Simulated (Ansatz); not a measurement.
Level of theory: Ansatz, DFT PBE, scalar-relativistic, plane waves, PAW. Settings: cutoff 420 eV, Γ-centred meshes spaced at most about 0.3 Å⁻¹, and about 0.25 Å⁻¹ or finer for metals (2π included), Gaussian smearing. No spin polarisation in the final relaxations.

Temperature and zero-point effects are left out. All come from trial cells, and lower structures may exist.

Question: Order these relaxed structures of La₅O by energy, lowest first, with the energy over the lowest of them.
A.

```xyz
6
Lattice="7.7869 0.0000 0.0000 -3.8935 6.7437 0.0000 0.0000 0.0000 3.5023" Properties=species:S:1:pos:R:3 pbc="T T T"
La    5.8203    0.0000    0.0000
La    3.8935    2.2479    1.7511
La    0.9833    1.7032    0.0000
La    0.0000    4.4958    1.7511
La   -2.9101    5.0405    0.0000
O     0.0000    0.0000    1.7511
```

B.

```xyz
6
Lattice="0.0000 4.6184 4.6184 4.6184 0.0000 4.6184 4.6184 4.6184 0.0000" Properties=species:S:1:pos:R:3 pbc="T T T"
La    5.7487    5.7487    5.7487
La    5.7487    3.4882    3.4882
La    3.4882    3.4882    5.7487
La    3.4882    5.7487    3.4882
La    2.3092    2.3092    2.3092
O     0.0000    0.0000    0.0000
```

C.

```xyz
6
Lattice="-3.2841 3.2841 5.5459 3.2841 -3.2841 5.5459 3.2841 3.2841 -5.5459" Properties=species:S:1:pos:R:3 pbc="T T T"
La    0.0000    3.2841    2.7729
La    3.2841    0.0000    2.7729
La    0.0000    0.0000    3.4826
La    0.0000    0.0000    7.6092
La    0.0000    0.0000    0.0000
O     0.0000    0.0000    5.5459
```

D.

```xyz
6
Lattice="5.3619 0.0000 0.0000 -2.6810 4.6436 0.0000 0.0000 0.0000 6.7782" Properties=species:S:1:pos:R:3 pbc="T T T"
La    0.0000    0.0000    3.3891
La    0.0000    3.0957    5.2492
La    2.6810    1.5479    5.2492
La    2.6810    1.5479    1.5290
La    0.0000    3.0957    1.5290
O     0.0000    0.0000    0.0000
```

Answer: A (0 meV/atom), C (240 meV/atom), D (574 meV/atom), B (897 meV/atom). Forms: A P-62m; C I4/mmm; D P6/mmm; B F-43m. Counting La atoms around O (those within 1.25 times the shortest such distance or 1.15 times the sum of covalent radii, 1.27 where that leaves under three; the shortest distance is added where it exceeds 1.18 times the sum of covalent radii): A has O 6; C has O 2; D has O 14 from 3.4 Å; B has O 16 from 3.8 Å.

A magnetic state wasn't ruled out in cells without spin, among them P-62m, I4/mmm, P6/mmm, F-43m. Cells relaxed within their symmetry can be saddle points. Some candidate types were left out of the draw beforehand, so a known form may be missing.
